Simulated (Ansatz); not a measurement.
System: GaSb (zinc blende type), 2 atoms in the cell.

Level of theory: PBE, all-electron LAPW, point nucleus (Ansatz).

k-mesh 8×8×8 Γ-centred; Fermi–Dirac smearing of 0.1 eV; no spin polarisation; no spin–orbit coupling.

```xyz
2
Lattice="0.0000 3.1100 3.1100 3.1100 0.0000 3.1100 3.1100 3.1100 0.0000" Properties=species:S:1:pos:R:3 pbc="T T T"
Ga    0.0000    0.0000    0.0000
Sb    1.5550    1.5550    1.5550
```

**Question.** What pressure does the calculation give?

**Answer.** The pressure is -0.10 GPa, close to zero.

The k-mesh is modest, so these values aren't fully converged in k.
